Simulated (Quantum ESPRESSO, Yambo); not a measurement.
Levels of theory for the gap of Mg₂Si

Mg₂Si (space group Fm-3m, No. 225): one geometry, one set of norm-conserving PBEsol (Quantum ESPRESSO, 84 Ry, scalar-relativistic) orbitals, self-energies from Yambo (4×4×4 Γ-centred k mesh, bands 9 to 143 and a 10 Ry block in the screening, 143 bands in G with the Bruneval-Gonze terminator, plasmon pole fitted at 27.2 eV).

Cell and atoms were relaxed with PBEsol from Materials Project entry mp-1367, within its symmetry.

| level | gap Γ → X (eV) | direct gap at Γ (eV) | rough Yambo cost |
|---|---|---|---|
| PBEsol (Quantum ESPRESSO) | 0.11 | 1.87 | – |
| exchange only (Hartree-Fock self-energy on PBEsol orbitals) | 4.74 | 7.22 | about 1/10 (8 states) |
| static COHSEX@PBEsol | 1.37 | 2.94 | about 1/4 (3 states) |
| G0W0@PBEsol, plasmon pole | 0.70 | 2.45 | 1 (8 states) |
| G0W0@PBEsol, multipole fit to 8 frequencies, no terminator | 0.70 | 2.47 | within a factor of two (3 states) |
| G0W0@PBEsol, plasmon pole, no terminator | 0.68 | 2.45 | about 1/4 (3 states, screening reused) |

Bare exchange has no screening and gives the widest gap; static COHSEX screens it but leaves out the frequency dependence, which G0W0 restores.

Costs are rough ratios of core time on shared machines.

Nearest settings tried, and what they do to the gap: 89 bands in W, 89 bands in G: -29 meV; 2 Ry block (27 vectors against 283): -333 meV. Not varied: mesh. So the settings aren't converged at that level.
